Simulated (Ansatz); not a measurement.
Trial structure of Te₅Pd, not yet relaxed:

```cif
data_structure
_symmetry_space_group_name_H-M 'P 1'
_symmetry_Int_Tables_number 1
_cell_length_a 6.6979
_cell_length_b 6.6979
_cell_length_c 5.2047
_cell_angle_alpha 90.000
_cell_angle_beta 90.000
_cell_angle_gamma 120.000
_cell_volume 202.21
loop_
_atom_site_label
_atom_site_type_symbol
_atom_site_fract_x
_atom_site_fract_y
_atom_site_fract_z
_atom_site_occupancy
Te1 Te 0.33333 0.66667 0.00000 1
Te2 Te 0.66667 0.33333 0.00000 1
Te3 Te 0.50000 0.00000 0.50000 1
Te4 Te 0.50000 0.50000 0.50000 1
Te5 Te 0.00000 0.50000 0.50000 1
Pd1 Pd 0.00000 0.00000 0.00000 1
```

Computed with DFT PBE, scalar-relativistic, plane waves, PAW (Ansatz). Cutoff 420 eV; k points 3×3×4 on the computed 6-atom cell (Γ-centred); Gaussian smearing, width 0.10 eV; no spin polarisation.

Formation energies are uncorrected and refer to the elements' standard structures at the same level.

Task: What does a single point on this coarse mesh give?

Result: The pressure is -1.6 GPa (the mean over three directions, positive in compression), the largest force is 0.00 eV/Å (symmetry fixes the atoms), and the energy is +0.69 eV/atom against the elements. The shortest distance is 3.24 Å.

Task: How much does it gain on relaxing, and where does it end?

Result: Relaxing gains under 0.1 eV/atom (the start's value is from the coarse mesh, so the gain is rough) in 22 ionic steps and ends at +0.60 eV/atom on the finer mesh. The symmetry stays P6/mmm (No. 191). The volume per atom shrinks by 6.6 %, from 33.7 to 31.5 Å³. The shortest distance goes from 3.24 Å (Te–Te) to 2.92 Å (Te–Te). The ratio c/a of the conventional cell changes by a factor of 1.41. Conventional cell: a = 5.840 Å, c = 6.397 Å. Around Te on a site of symmetry -6m2 lie 3 Pd at 3.37 Å, 3 Te at 3.37 Å and 6 Te at 3.62 Å; Te on a site of symmetry mmm is surrounded by 4 Te at 2.92 Å and 4 Te at 3.62 Å; Pd has 6 Te at 3.37 Å.

The last run used a 6×6×6 mesh for its 6-atom cell and Gaussian smearing of 0.10 eV. Weakly bound directions are ill-defined at this level, which has no dispersion term. These runs have no spin–orbit coupling, which can matter for Te. The reference form of Te is held partly by dispersion forces, which this level lacks. The relaxation can't lower the symmetry of the start. Symmetry constrained the relaxation, so the result can be a saddle point. Another cell of Te5Pd relaxed alike, in R32, lies 0.51 eV/atom lower, so this cell isn't the stable form at this level.
